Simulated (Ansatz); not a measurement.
# BiP in the WC-type structure

Computed with Ansatz (plane waves, PAW, 500 eV cutoff): r²SCAN, scalar-relativistic, no spin polarisation, 10×10×10 k-mesh, Gaussian smearing of 0.05 eV; PAW files: Ansatz's generated set soft_2.

```xyz
2
Lattice="3.9189 0.0000 0.0000 -1.9594 3.3938 0.0000 0.0000 0.0000 3.7488" Properties=species:S:1:pos:R:3 pbc="T T T"
Bi    0.0000    0.0000    0.0000
P     1.9594    1.1313    1.8744
```

The cell came from substitution into a structure type; no database entry of this phase was matched, which doesn't show that none exists.

The run above is the reference. The same cell was run again with other input settings; several of them aren't fit for production, so the rows show the settings' effect and aren't properties of the material.

| keys changed | outcome | ΔE (meV/atom) | P (GPa) | gap on the mesh (eV) | cell moment (μB) | largest force component (eV/Å) | SCF iterations | rough core-seconds | new warnings |
| --- | --- | --- | --- | --- | --- | --- | --- | --- | --- |
| none (reference) | converged | 0.0 | 0.0 | metal | – | 0.000 | – | – | – |
| kpoints.mp_grid.grid: [10, 10, 10] → [12, 12, 12] | converged | 3.2 | -0.1 | metal | – | 0.000 | 7 | 19 | – |
| scf.mixing.algorithm: "broyden"; scf.mixing.beta: 0.2; scf.mixing.ndim: 4; hamiltonian.dispersion: "d3bj" | converged | – | -1.4 | metal | – | 0.000 | 9 | 15 | dispersion damping borrowed |
| scf.eigensolver.kind: "davidson" | converged | 0.0 | 0.0 | metal | – | 0.000 | 6 | 14 | – |
| scf.mixing.algorithm: "msr1"; scf.mixing.beta: 0.1 | converged | 0.0 | 0.0 | metal | – | 0.000 | 8 | 13 | – |

These changes also left energy (to 0.1 meV/atom), pressure, gap, moment and forces as in the reference: scf.occupations.width: 0.05 → 0.005; scf.mixing.preconditioner: "kerker_dos"; crystal.symmetry: {"detect": false} | scf.occupations.method: "gaussian" → "methfessel_paxton"; scf.occupations.width: 0.05 → 0.1.

ΔE is the energy with the smearing extrapolated to zero. It is left out where the change alters the Hamiltonian or the spin treatment. The varied runs start from atomic densities (corrected by the program's trained start where that serves), with the default search for lower states unless a row changes it.

Task: What happens with these changes: basis.ecutwfc: 500 → "550 eV"?

Result: outcome converged, ΔE (meV/atom) -0.4, P (GPa) 0.0, gap on the mesh (eV) metal, largest force component (eV/Å) 0.000, SCF iterations 7, rough core-seconds 15.

Task: What happens with these changes: basis.ecutwfc: 500 → "40.4 Ry"?

Result: outcome converged, ΔE (meV/atom) -0.4, P (GPa) 0.0, gap on the mesh (eV) metal, largest force component (eV/Å) 0.000, SCF iterations 7, rough core-seconds 22.

Changing scf.eigensolver.kind only steers the path to self-consistency, so the energy stays within 0.5 meV/atom.

The pair part of a dispersion correction pulls inward (a three-body part mostly pushes out), and in metals and ionic crystals with large ions it often overbinds.

1 further run (cut off, refused for memory, with changed atoms or starts, or in doubt) is left out.

Of the reference: Spin–orbit coupling, which matters for such heavy elements, is left out.
